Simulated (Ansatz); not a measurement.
Here is the system:

TiNF:
```xyz
6
Lattice="-1.9328 1.9328 4.9638 1.9328 -1.9328 4.9638 1.9328 1.9328 -4.9638" Properties=species:S:1:pos:R:3 pbc="T T T"
Ti     0.0000     1.9328     0.9667
Ti     0.0000     0.0000     8.4124
N      0.0000     0.0000     6.6446
N      1.9328     0.0000     4.1627
F      0.0000     1.9328     3.5572
F      0.0000     0.0000     1.0753
```

This is the HSE06-relaxed structure.

Task: All from HSE06 (plane waves, PAW; program Ansatz), unless another level is named. Estimate the smallest direct gap on the standard path.

Result: 3.41 eV.

Task: Predict the band gap.

Result: 3.12 eV (indirect).

Task: What about the valence-band maximum?

Result: at M.

Task: What about the conduction-band minimum?

Result: at Γ.

Space group I4_1md. The first step of the workflow began from a Materials Project structure, measured or hypothetical; the Crystallography Open Database copy checked does not list it. Its standing as an ambient phase is unchecked. The HSE06 relaxation kept the symmetry of its start; its stability against distortions is not shown here. The run is not spin-polarised. The hybrid was solved on a coarse mesh, the path and, where they were found, the r²SCAN edge points; its band edges are the extreme levels among these.

Potentials: the later of the program's two PAW sets.
